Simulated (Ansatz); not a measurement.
GaN:
```xyz
12
Lattice="3.1507 0.0000 0.0000 -1.5754 2.7286 0.0000 0.0000 0.0000 15.4279" Properties=species:S:1:pos:R:3 pbc="T T T"
Ga     0.0000     0.0000    15.4241
Ga     0.0000     0.0000     7.7102
Ga     1.5754     0.9095    12.8553
Ga     0.0000     1.8191     5.1414
Ga     1.5754     0.9095     2.5696
Ga     0.0000     1.8191    10.2836
N      0.0000     0.0000    13.4939
N      0.0000     0.0000     5.7800
N      1.5754     0.9095    10.9241
N      0.0000     1.8191     3.2102
N      1.5754     0.9095     0.6387
N      0.0000     1.8191     8.3527
```

This is the LDA-relaxed structure. Cartesian axes are those of the cell as given.

Q: All from LDA in the plane-wave PAW code Ansatz, unless another level is named. Estimate the Debye temperature from the elastic constants.

A: 630 K.

Q: Give the piezoelectric stress constants (proper, relaxed ions, C/m²).

A: e15 = e24 = 0.27, e31 = e32 = 0.32, e33 = -0.60.

Q: Give the zero-point energy.

A: 78.8 meV/atom.

Q: What about the vibrational entropy at 300 K?

A: 16.1 J/(K·mol of atoms).

Q: And the highest zone-centre frequency (without LO–TO term)?

A: 725 cm⁻¹.

Space group P6_3mc. The cell is a constructed one: a structure type filled with these elements. Its sites differ from those of the usual phase in this space group: another stacking or structure type. Symmetry was held in the LDA relaxation; phonons on a q-mesh show no instability.

Potentials: the later of the program's two PAW sets.
